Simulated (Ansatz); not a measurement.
**SiO2 with Nb replacing Si: field gradients at two levels of theory**

Cell: a supercell of SiO2 (quartz type, P3_121) built from an entry of the Crystallography Open Database (COD), with the ions relaxed around the defect (PBE).

```yaml
crystal:
  lattice:
    - [-7.37370, 4.25721, 5.40910]
    - [7.37370, -4.25721, 5.40910]
    - [2.45790, 4.25721, -5.40910]
  atoms:
    - { symbol: Nb, position: [0.16701, 0.44803, 0.27906] }
    - { symbol: Si, position: [0.67396, 0.94252, 0.27841] }
    - { symbol: Si, position: [0.66069, 0.43068, 0.75819] }
    - { symbol: Si, position: [0.15862, 0.92209, 0.75955] }
    - { symbol: Si, position: [0.57757, 0.32069, 0.25069] }
    - { symbol: Si, position: [0.09959, 0.81849, 0.26116] }
    - { symbol: Si, position: [0.11077, 0.33187, 0.75967] }
    - { symbol: Si, position: [0.63145, 0.86998, 0.79867] }
    - { symbol: Si, position: [0.22680, 0.21257, 0.44526] }
    - { symbol: Si, position: [0.72476, 0.72679, 0.45869] }
    - { symbol: Si, position: [0.73088, 0.24845, 0.98249] }
    - { symbol: Si, position: [0.23727, 0.72830, 0.96797] }
    - { symbol: O, position: [0.63059, 0.50097, 0.25986] }
    - { symbol: O, position: [0.16520, 0.00167, 0.27347] }
    - { symbol: O, position: [0.16512, 0.51305, 0.76672] }
    - { symbol: O, position: [0.71559, 0.06503, 0.83323] }
    - { symbol: O, position: [0.46621, 0.40119, 0.64512] }
    - { symbol: O, position: [0.96244, 0.88755, 0.63864] }
    - { symbol: O, position: [0.96697, 0.45088, 0.23125] }
    - { symbol: O, position: [0.47821, 0.91070, 0.17244] }
    - { symbol: O, position: [0.69900, 0.40601, 0.55586] }
    - { symbol: O, position: [0.20319, 0.90078, 0.56319] }
    - { symbol: O, position: [0.23692, 0.42110, 0.06737] }
    - { symbol: O, position: [0.71921, 0.92556, 0.08381] }
    - { symbol: O, position: [0.10203, 0.22296, 0.23673] }
    - { symbol: O, position: [0.62652, 0.76602, 0.27601] }
    - { symbol: O, position: [0.61703, 0.25845, 0.76538] }
    - { symbol: O, position: [0.12581, 0.75917, 0.78268] }
    - { symbol: O, position: [0.68715, 0.75882, 0.66351] }
    - { symbol: O, position: [0.17370, 0.22893, 0.63124] }
    - { symbol: O, position: [0.17485, 0.72518, 0.14332] }
    - { symbol: O, position: [0.63807, 0.21790, 0.11514] }
    - { symbol: O, position: [0.39120, 0.72477, 0.59570] }
    - { symbol: O, position: [0.87085, 0.16535, 0.58042] }
    - { symbol: O, position: [0.85714, 0.65161, 0.05945] }
    - { symbol: O, position: [0.33872, 0.14698, 0.05966] }
```

Atom numbers follow the list; atoms alike are taken as one site, whose name carries the number of the first.

First run. Computed with Ansatz: DFT, PBE, plane waves and PAW, scalar-relativistic, collinear spin, 420 eV cutoff, Γ-centred 3×3×4 k-points, Fermi–Dirac smearing 0.01 eV. Start moments as typed (μB): 1 on each Nb, none on the rest.

```
site  atom  V_zz (10²¹ V/m²)     η  m (μB)
  Nb     1             -5.37  0.86    0.37
 Si2     2             -0.89  0.95    0.00
 Si4     4             -0.53  0.22    0.00
 Si8     8             -0.47  0.62    0.00
 Si9     9             -0.94  0.05    0.00
 O13    13              9.37  0.27    0.00
 O18    18              9.22  0.25    0.00
 O21    21              8.99  0.31    0.00
 O22    22              9.85  0.21    0.00
 O23    23              4.98  0.33    0.01
 O25    25              5.00  0.20    0.01
 O26    26              9.44  0.25    0.00
 O30    30              8.92  0.34    0.00
 O36    36              8.85  0.31    0.00
```

Second run. The same atoms and settings, except that the functional is r2SCAN and the cutoff is 500 eV.

(1) Given the first result, estimate the second.

## Answers

(1) 

| site | atom | V_zz | η | change of V_zz | m (μB) |
| --- | --- | --- | --- | --- | --- |
| Nb | 1 | -5.76 | 0.91 | -0.39 | 0.38 |
| Si2 | 2 | -0.89 | 0.88 | 0.00 | 0.00 |
| Si4 | 4 | -0.51 | 0.26 | +0.02 | 0.00 |
| Si8 | 8 | -0.45 | 0.71 | +0.02 | 0.00 |
| Si9 | 9 | -0.94 | 0.05 | 0.00 | 0.00 |
| O13 | 13 | 9.23 | 0.27 | -0.14 | 0.00 |
| O18 | 18 | 9.08 | 0.25 | -0.14 | 0.00 |
| O21 | 21 | 8.86 | 0.31 | -0.13 | 0.00 |
| O22 | 22 | 9.76 | 0.21 | -0.09 | 0.00 |
| O23 | 23 | 4.92 | 0.34 | -0.06 | 0.01 |
| O25 | 25 | 4.93 | 0.20 | -0.07 | 0.01 |
| O26 | 26 | 9.31 | 0.25 | -0.13 | 0.00 |
| O30 | 30 | 8.80 | 0.34 | -0.12 | 0.00 |
| O36 | 36 | 8.74 | 0.31 | -0.11 | 0.00 |

The largest change of V_zz is on Nb, from -5.37 to -5.76. In per cent, |V_zz| changes by +7 on Nb, -5 to 0 on Si, -2 to -1 on O (all sites that start above 0.5). The table leaves out 22 of the 36 sites, with |V_zz| up to 9.66; their tensors move by 0.14 at most along any direction. The statements above cover all sites.

The defect repeats with the cell of 36 atoms, so it feels its images: sites between two images don't show the values beside a lone defect, and zeros or small values of η there can come from the images' arrangement. O and Si carry a gradient in the pure host already, so the values there aren't the defect's effect alone. The run lost most of its start moments on Nb; a state with other moments may lie lower.
For the first run: The centre was started off its lattice site, so that it could distort. Without spin–orbit coupling (the program notes it for Nb) the gradients can shift somewhat, as the gap is small. With a gap of 1.0 eV on this mesh, small gradients can still move by 0.1 × 10²¹ V/m² or more as the k-mesh gets denser.
For the second run: The program didn't check the stability of this electronic state in full, so a lower one may lie near. Without spin–orbit coupling (the program notes it for Nb) the gradients are little affected as a rule: paired runs on crystals with a gap mostly move them by under 2 % at such atoms.
